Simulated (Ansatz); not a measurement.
Cu Kα1 powder pattern (kinematic, no thermal factors).
2θ (°) (relative intensity): 11.98 (15), 18.01 (6), 24.09 (3), 30.24 (2), 34.27 (4), 34.82 (8), 36.43 (22), 36.48 (6), 38.98 (6), 42.33 (100), 46.34 (3), 50.91 (3), 55.96 (2), 61.37 (28), 61.44 (28), 61.73 (1), 62.78 (1), 64.52 (1), 66.92 (1), 73.52 (3), 73.55 (6), 73.61 (3), 77.38 (13), 77.50 (4)

The pattern is computed from a structure relaxed with DFT PBE, scalar-relativistic, plane waves, PAW (Ansatz 0.2.0). No spin polarisation. Its elements are Mg, O, Zn.

Task: Give the structure.

Result: Mg5ZnO6.
Space group P-3m1 (No. 164). a = 3.019 Å, b = 3.019 Å, c = 14.767 Å, α = 90.00°, β = 90.00°, γ = 120.00°
```json
{"atom": "Mg", "site": "2d", "symmetry": "3m.", "x": "0.3333", "y": "0.6667", "z": "0.8323"}
{"atom": "Mg", "site": "2d", "symmetry": "3m.", "x": "0.3333", "y": "0.6667", "z": "0.3339"}
{"atom": "Mg", "site": "1b", "symmetry": "-3m.", "x": "0.0000", "y": "0.0000", "z": "0.5000"}
{"atom": "Zn", "site": "1a", "symmetry": "-3m.", "x": "0.0000", "y": "0.0000", "z": "0.0000"}
{"atom": "O", "site": "2d", "symmetry": "3m.", "x": "0.6667", "y": "0.3333", "z": "0.9134"}
{"atom": "O", "site": "2c", "symmetry": "3m.", "x": "0.0000", "y": "0.0000", "z": "0.2509"}
{"atom": "O", "site": "2d", "symmetry": "3m.", "x": "0.6667", "y": "0.3333", "z": "0.4170"}
```

A pattern alone doesn't exclude other cells with like lines; this is the one computed.

The structure comes from a generated guess; another structure or a mixture of phases may lie lower.
